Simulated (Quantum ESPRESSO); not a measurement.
# Kohn-Sham bands of InP (zinc blende)

```xyz
2
Lattice="0.0000 2.9520 2.9520 2.9520 0.0000 2.9520 2.9520 2.9520 0.0000" Properties=species:S:1:pos:R:3 pbc="T T T"
In     0.0000     0.0000     0.0000
P     -1.4760    -1.4760    -1.4760
```

Materials Project entry mp-20351; symmetrised, unrelaxed at this level. COD (Crystallography Open Database) has an entry of this formula and space group (matched by these alone). Level: PBEsol, spinors with spin-orbit coupling; pw.x of Quantum ESPRESSO at 56 Ry with PseudoDojo potentials, 8×8×8 k-points, Wannier90. Density: 10×10×10 mesh, Gaussian smearing 0.01 Ry.

Problem. List the Kohn-Sham levels between −8 and 3.5 eV relative to the valence-band maximum at the high-symmetry points, as a band run of pw.x on that density gives them (levels within 2 meV counted together).

Solution. 
```
point  k (reciprocal lattice)                                               levels (eV)
-----  ----------------------  --------------------------------------------------------
Γ           0.000 0.000 0.000                          -0.10 (×2), 0.00 (×4), 0.47 (×2)
X         -0.500 -0.500 0.000  -5.75 (×2), -2.36 (×2), -2.26 (×2), 1.64 (×2), 2.14 (×2)
U         -0.375 -0.375 0.250      -5.61, -5.60, -3.34, -3.25, -1.94, -1.93, 2.22, 2.23
K          -0.375 0.000 0.375      -5.61, -5.60, -3.34, -3.25, -1.94, -1.93, 2.22, 2.23
L           0.000 0.000 0.500             -5.71 (×2), -1.04 (×2), -0.93 (×2), 1.32 (×2)
W         -0.500 -0.250 0.250                  -5.60, -5.59, -3.02, -2.94, -2.89, -2.83
```
